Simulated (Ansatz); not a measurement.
## NbAu2: do energies and stresses tell the same story?

These are results of DFT r2SCAN, scalar-relativistic, plane waves, PAW (Ansatz), not measurements.

Plane waves to 500 eV, a k mesh through Γ of 12×12×16 on the computed 3-atom cell and Gaussian smearing (0.10 eV); no spin polarisation.

Relaxed cell: P6/mmm, a = 4.661 Å, b = 4.661 Å, c = 2.744 Å, α = 90.00°, β = 90.00°, γ = 120.00°, 3 atoms in the primitive cell. Whether it is the stable form of this composition wasn't checked.

Energies at zero smearing and pressures from the stress tensor, at volumes with shape and atoms relaxed:
| V (Å³/atom) | E − E(first) (meV/atom) | P (GPa) |
| --- | --- | --- |
| 15.142 | 0.00 | 34.54 |
| 15.659 | -92.71 | 23.41 |
| 16.175 | -152.70 | 14.15 |
| 16.691 | -185.45 | 6.44 |
| 17.207 | -195.50 | 0.01 |
| 17.724 | -186.63 | -5.33 |
| 18.240 | -162.07 | -9.76 |
| 18.928 | -109.51 | -14.50 |

Task: Check P = −dE/dV between neighbouring volumes, and get the bulk modulus from the pressures alone.

Result: With 1 eV/Å³ = 160.2 GPa:
| middle V (Å³/atom) | −ΔE/ΔV (GPa) | mean P (GPa) |
| --- | --- | --- |
| 15.401 | 28.775 | 28.978 |
| 15.917 | 18.617 | 18.779 |
| 16.433 | 10.164 | 10.292 |
| 16.949 | 3.119 | 3.224 |
| 17.465 | -2.751 | -2.661 |
| 17.982 | -7.623 | -7.548 |
| 18.584 | -12.236 | -12.132 |

The two differ by 0.20 GPa at most. The mean of two end pressures misses the average over a step by about ΔV² P″/12, up to 0.17 GPa here; with that taken off 0.03 GPa remains. The stress is the derivative of the free energy, not of the energy at zero smearing, and with free energies 0.01 GPa remains. Around V = 17.207 Å³/atom, the two neighbours give B = −V ΔP/ΔV = 17.207 × 11.77 / 1.032 = 196.2 GPa, against B0 = 194.6 GPa from the Birch–Murnaghan fit of the energies.

Spin–orbit coupling is left out, which can shift energies with elements as heavy as these.

Cost: 9 runs of about 16 core-minutes in all, on Arm Neoverse V1 (shared hosts).